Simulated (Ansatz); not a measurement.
CdMo: relaxation (Ansatz)

input.yaml:

```yaml
crystal:
  lattice:
    - [2.919676, 0.0, 0.0]
    - [0.0, 2.919676, 0.0]
    - [0.0, 0.0, 9.002334]
  atoms:
    - { symbol: Mo, position: [0.0, 0.5, 0.608] }
    - { symbol: Mo, position: [0.5, 0.0, 0.392] }
    - { symbol: Cd, position: [0.0, 0.5, 0.13] }
    - { symbol: Cd, position: [0.5, 0.0, 0.87] }
  symmetry: { tolerance: 0.0003 }
kpoints:
  mp_grid: { grid: [11, 11, 4], shift: [0, 0, 0] }
magnetization:
  spin_polarized: false
scf:
  occupations: { method: fermi_dirac }
  lower_state_search: "off"
hamiltonian:
  pseudopotentials: { kind: paw }
  xc: pbe
basis:
  ecutwfc: 420
  fft_grid_basis: typed
relax:
  max_steps: 80
  cell: { p_target: 0.0 }
output:
  forces: true
  stress: true
  eigenvalues: true
  bader: true
  populations: true
  elf: true
  write_potential: true
  volumetric_format: npy
  dos:
    e_range: [-12, 8]
    de: 0.05
    projected: { site_lists: { Cd: [Cd], Mo: [Mo] } }
checkpoint:
  read: saved_state
```

Run with:

```bash
ansatz run input.yaml --threads 2 --pin off --max-ram 2560MiB --backend cpu --events-out ev --progress --plain --runs-dir out
```

Origin of the cell: a known structure type with other elements, at an estimated volume, so it need not be a known compound.

The smearing width isn't typed, so it takes its default of 0.1 eV.

The saved state is a converged single point of the same cell.

Excerpt of the output:

```
Pseudopotentials: kind: paw
Pseudopotential: Mo, paw, valence charge 14, recommended cutoff 420 eV (normal), Mo.paw.azcp
Pseudopotential: Cd, paw, valence charge 20, recommended cutoff 420 eV (normal), Cd.paw.azcp
Functional definition: PBE
  exchange = pbe_x(kappa = kappa, mu = beta*pi^2/3)
  correlation = pbe_c(beta = beta)
Crystal: 4 atoms, lattice volume = 76.740 Å³
Basis set: ecut = 420 eV, 1499 PW (Γ), exchange–correlation on 40×40×128 points (8 copies of the dense FFT grid, shifted against one another)
Bands: 41, of which v1, the nominal top of the filled ones, is band 34 counted from 1 (33 counted from 0)
Symmetry: 16 space group operations
Space group: P4/nmm (ITA 129), of the structure as read, at distance tolerance 1.3e-3 Å
[… 6 lines left out …]
Initial density: read from a saved state, or passed on in memory by an earlier SCF of this step, an earlier step, the calling program or the single point that the run made first
Functional: x = pbe(κ = 0.804, μ = 0.219515), c = pbe(β = 0.066725)
SCF iter   1: F=—  HF=-26419.115962 eV  Δρ=3.15e-3  dr2=2.45e-2
SCF iter   2: F=—  HF=-26419.114344 eV  Δρ=1.66e-3  dr2=9.42e-3
SCF iter   3: F=—  HF=-26419.113528 eV  Δρ=2.71e-4  dr2=3.68e-4
SCF iter   4: F=—  HF=-26419.113495 eV  Δρ=8.46e-5  dr2=1.47e-5
SCF iter   5: F=—  HF=-26419.113521 eV  Δρ=3.62e-5  dr2=1.16e-6
SCF iter   6: F=-26419.113521 eV  HF=-26419.113521 eV  Δρ=8.62e-6  dr2=5.07e-8
relax step   1: F+E_penalty+E_count = -26419.113521 eV  Δ(F+E_penalty+E_count) = +0.000e0 eV  max|allowed force component| = 6.226e-1 eV/Å  Δτ_max = 0.0000 Å  P = -6.299 GPa  Ω = 76.740 Å³  ( […]
relax step   2: F+E_penalty+E_count = -26418.715663 eV  Δ(F+E_penalty+E_count) = +3.979e-1 eV  max|allowed force component| = 1.237e0 eV/Å  Δτ_max = 0.1988 Å  P = +20.455 GPa  Ω = 66.668 Å³ […]
relax step   3: F+E_penalty+E_count = -26419.234584 eV  Δ(F+E_penalty+E_count) = -1.211e-1 eV  max|allowed force component| = 1.539e-1 eV/Å  Δτ_max = 0.0711 Å  P = -1.411 GPa  Ω = 74.202 Å³ […]
relax step   4: F+E_penalty+E_count = -26419.243458 eV  Δ(F+E_penalty+E_count) = -8.874e-3 eV  max|allowed force component| = 1.358e-1 eV/Å  Δτ_max = 0.0193 Å  P = +0.318 GPa  Ω = 73.323 Å³ […]
relax step   5: F+E_penalty+E_count = -26419.246200 eV  Δ(F+E_penalty+E_count) = -2.742e-3 eV  max|allowed force component| = 1.032e-1 eV/Å  Δτ_max = 0.0066 Å  P = +0.337 GPa  Ω = 73.250 Å³ […]
relax step   6: F+E_penalty+E_count = -26419.261325 eV  Δ(F+E_penalty+E_count) = -1.512e-2 eV  max|allowed force component| = 1.996e-1 eV/Å  Δτ_max = 0.0313 Å  P = +0.286 GPa  Ω = 72.895 Å³ […]
relax step   7: F+E_penalty+E_count = -26419.309251 eV  Δ(F+E_penalty+E_count) = -4.793e-2 eV  max|allowed force component| = 3.947e-1 eV/Å  Δτ_max = 0.0818 Å  P = +0.747 GPa  Ω = 71.823 Å³ […]
relax step   8: F+E_penalty+E_count = -26419.307987 eV  Δ(F+E_penalty+E_count) = +1.264e-3 eV  max|allowed force component| = 3.172e-1 eV/Å  Δτ_max = 0.0518 Å  P = -0.270 GPa  Ω = 72.973 Å³ […]
relax step   9: F+E_penalty+E_count = -26419.320857 eV  Δ(F+E_penalty+E_count) = -1.161e-2 eV  max|allowed force component| = 1.960e-2 eV/Å  Δτ_max = 0.0259 Å  P = -0.022 GPa  Ω = 72.431 Å³ […]
relax step  10: F+E_penalty+E_count = -26419.320815 eV  Δ(F+E_penalty+E_count) = +4.224e-5 eV  max|allowed force component| = 3.152e-2 eV/Å  Δτ_max = 0.0088 Å  P = -0.293 GPa  Ω = 72.720 Å³ […]
relax step  11: F+E_penalty+E_count = -26419.321283 eV  Δ(F+E_penalty+E_count) = -4.685e-4 eV  max|allowed force component| = 2.479e-2 eV/Å  Δτ_max = 0.0085 Å  P = +0.367 GPa  Ω = 72.298 Å³ […]
relax step  12: F+E_penalty+E_count = -26419.321465 eV  Δ(F+E_penalty+E_count) = -1.814e-4 eV  max|allowed force component| = 9.184e-3 eV/Å  Δτ_max = 0.0016 Å  P = -0.053 GPa  Ω = 72.475 Å³ […]
relax step  13: F+E_penalty+E_count = -26419.321487 eV  Δ(F+E_penalty+E_count) = -2.164e-5 eV  max|allowed force component| = 1.888e-4 eV/Å  Δτ_max = 0.0012 Å  P = +0.000 GPa  Ω = 72.458 Å³ […]
relax step  14: F+E_penalty+E_count = -26419.319952 eV  Δ(F+E_penalty+E_count) = +1.535e-3 eV  max|allowed force component| = 1.617e-4 eV/Å  Δτ_max = 0.0000 Å  P = -0.003 GPa  Ω = 72.458 Å³  stress off target by 3.65e-3 GPa […]
SCF 14 converged in 6 iterations: F = -26419.319952 eV  dr2 = 2.39e-11
basis re-selected at this cell: Δ(F+E_penalty+E_count) = +1.535e-3 eV, ΔP = -0.003 GPa vs the last step (what re-selecting the basis moved, of the pressure what is left beyond the Pulay corre […]
SCF converged after 6 iterations
Free energy (F): -26419.319952 eV
Harris-Foulkes:  -26419.319952 eV  (|F-HF|=2.18e-11)
Internal energy: -26419.211486 eV  (E = F + TS)
E sigma→0 (E₀):  -26419.265719 eV
Entropy (-TS):   -0.108465 eV (-27.116 meV/atom)
Fermi energy:    17.931758 eV
--- Per-component energies (eV) ---
  E_band       = -856.990765
  E_kinetic    = 1888.933165
  E_local      = -7552.124294  (includes V_loc(G=0)·N_el)
  E_nonlocal   = 349.931170
  E_hartree    = 3359.571453
  E_xc         = -720.896805
  E_vxc        = -902.011336  (∫ρ·V_xc dr)
  E_paw        = -14564.755279  (= ΣΔE_a)
  E_vpaw       = -1360.862820  (= ΣTr[D̂ρ^β])
  E_aug_tail   = 0.000112  (compensation charges beyond the density's cutoff)
  E_ewald      = -9179.871008
  E_smearing   = -0.108465  (= −TS)
  Σ components = -26419.319952   (vs F -26419.319952, Δ=0.00e0)
--- Forces (eV/Å), atoms counted from 1 ---
  atom   1  Mo    -0.000000    -0.000000    -0.000078
  atom   2  Mo     0.000000     0.000000     0.000078
  atom   3  Cd     0.000000     0.000000     0.000162
  atom   4  Cd    -0.000000     0.000000    -0.000162
  max |Σ_I F_I| component: 0.0 eV/Å
--- Stress (GPa, compression-positive) ---
       -0.002587       0.000000       0.000000
        0.000000      -0.002587      -0.000000
        0.000000      -0.000000      -0.003654
  P = ⅓ Tr σ = -0.0029 GPa (-0.029 kbar)
--- Relaxed structure (13 steps of the walk, 11 accepted, 1 SCFs on fresh bases) ---
  F+E_penalty+E_count = -26419.319952 eV   max|allowed force component| = 1.617e-4 eV/Å   (the final SCF, on the basis selected at the relaxed cell)
  cell:  # Å, volume = 72.4583 Å³
    - [2.769310, 0.0, 0.0]
    - [0.0, 2.769310, 0.0]
    - [0.0, 0.0, 9.448116]
  atoms:
    - { symbol: Mo, position: [0.0, 0.5, 0.617991] }
    - { symbol: Mo, position: [0.5, 0.0, 0.382009] }
    - { symbol: Cd, position: [0.0, 0.5, 0.137951] }
    - { symbol: Cd, position: [0.5, 0.0, 0.862049] }
--- Löwdin populations: 4 sites ---
  site symbol       q [e]
     0     Mo     14.2353
     1     Mo     14.2353
     2     Cd     19.2199
     3     Cd     19.2199
  spilling = 0.016022 (of n_electrons = 68.000000)
--- Bader charges: 4 sites ---
  site symbol  charge [e]  shift [e]
     0     Mo      0.0779     0.0000
     1     Mo      0.0779     0.0000
     2     Cd     -0.0779     0.0000
     3     Cd     -0.0779     0.0000
  estimated error of the sums over rays = 3.1e-4 e
```

The starting structure.

Space group P4/nmm (No. 129); the run's cell has a = 2.920 Å, b = 2.920 Å, c = 9.002 Å, α = 90.00°, β = 90.00°, γ = 90.00°. Shortest distances: Mo–Mo 2.84 Å, Cd–Cd 2.92 Å, Cd–Mo 3.13 Å.

After:

Space group P4/nmm (No. 129); the run's cell has a = 2.769 Å, b = 2.769 Å, c = 9.448 Å, α = 90.00°, β = 90.00°, γ = 90.00°. Shortest distances: Mo–Mo 2.77 Å, Cd–Cd 2.77 Å, Cd–Mo 3.03 Å.

| Item | Value |
| --- | --- |
| Free energy lowered by | 51.6 meV/atom |
| Volume change | -5.58 % |
| Final pressure | 0.00 GPa |
| Relaxation steps listed | 14 |
| Formation energy (elements under the same functional, gases as molecules, uncorrected) | 0.421 eV/atom |
| Gap on the mesh | none (metal) |

Caveats: no moments, though an odd count or open d shells may carry them; the relaxation held the start's symmetry, so the end may be a saddle point.

The run took 31 s of wall time on 2 CPU thread(s) of a shared host, from a saved density.
